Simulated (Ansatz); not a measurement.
Relaxed ZnS (wurtzite):

```xyz
4
Lattice="3.8451 0.0000 0.0000 -1.9226 3.3300 0.0000 0.0000 0.0000 6.3057" Properties=species:S:1:pos:R:3 pbc="T T T"
Zn     1.9226     1.1100     6.3047
Zn     0.0000     2.2200     3.1519
S      1.9226     1.1100     3.9432
S      0.0000     2.2200     0.7904
```

In this cell atom 1 (Zn, nearest neighbour S at 2.357 Å; its periodic images, 3.8 Å or more away, move with it) is moved by s along Cartesian x, unit vector (1.000, 0.000, 0.000); all other atoms and the cell stay fixed.

Calculation: PBE (plane waves to 420 eV, PAW, scalar-relativistic; Ansatz, a quantum-chemistry and plane-wave program). k mesh 8×8×4 (Γ-centred), Fermi-Dirac smearing 0.05 eV. The energy includes the smearing's −TS. ZnS was relaxed with its symmetry unable to fall. ΔE is measured from the undisplaced structure.

| s (Å) | ΔE (meV/cell) |
|---|---|
| -0.240 | 159.6 |
| -0.192 | 100.4 |
| -0.144 | 55.7 |
| -0.096 | withheld |
| -0.048 | 6.1 |
| 0.000 | 0.0 |
| 0.048 | 6.1 |
| 0.096 | withheld |
| 0.144 | 55.7 |
| 0.192 | 100.4 |
| 0.240 | 159.6 |

Task: Fit an even polynomial form (powers 2, 4) to the given rows and predict ΔE at s = -0.096.

Result: Least squares on the 9 given rows: ΔE = (2639)·s² + (2289)·s⁴, in meV/cell with s in Å; root-mean-square residual 0.01 meV/cell. At -0.096 the fit gives 24.5 meV/cell; the calculation gives 24.5 meV/cell, the same to the digits shown. The quadratic term alone would give 24.3 meV/cell.

(A displaced cell: forces are minus the slopes of the energy, force constants its curvatures, and phonons follow from these.)
